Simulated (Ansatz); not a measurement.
With PBE+D3(BJ) (plane waves, PAW; program Ansatz), Sn in the β-Sn type structure (I4_1/amd) relaxes to a = 5.879 Å, c = 3.149 Å.

Electronic character: metallic (no gap).

Symmetry was held in the PBE+D3(BJ) relaxation. The pairwise dispersion correction was not fitted to metals. Axis ratios of metals converge slowly with the k-mesh, so a and c are less sure than the volume. Scalar-relativistic: spin–orbit coupling is off unless named, which matters more the heavier the elements.

Potentials: the earlier of the program's two PAW sets.
